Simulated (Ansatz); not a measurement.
Input and command of a plane-wave DFT calculation in Ansatz:

```yaml
crystal:
  lattice:
    - [0.0, 2.8020991796, 2.8020991796]
    - [2.8020991796, 0.0, 2.8020991796]
    - [2.8020991796, 2.8020991796, 0.0]
  atoms:
    - { symbol: Cu, position: [0.0, 0.0, 0.0] }
    - { symbol: Ru, position: [0.25, 0.25, 0.25] }
    - { symbol: Ru, position: [0.75, 0.75, 0.75] }
basis:
  ecutwfc: 500
kpoints:
  mp_grid: { grid: [14, 14, 14] }
hamiltonian:
  xc: r2scan
scf:
  occupations: { method: gaussian, width: 0.1 }
output:
  forces: true
  stress: true
  eigenvalues: true
relax:
  adjacent_minimum: "off"
  f_tol: 0.01
  max_steps: 80
  cell: { stress_tol: 0.05 }
```

```bash
ansatz run input.yaml --threads 1 --pin off --max-ram 2560MiB --backend cpu --events-out ev --progress --plain --runs-dir out
```

Processor: Arm Neoverse V1, 1 thread, on a host shared with other jobs.

How long does it run, and how much memory does it take?

About 38 s on 1 thread of Arm Neoverse V1 (shared host), peak memory 0.55 GiB. It solves 31 bands at 104 k points (the mesh reduced by the symmetry that the task leaves, which can be less than the crystal's) with about 1139 plane waves (on the last cell), in 16 SCF iterations over 2 ionic steps.
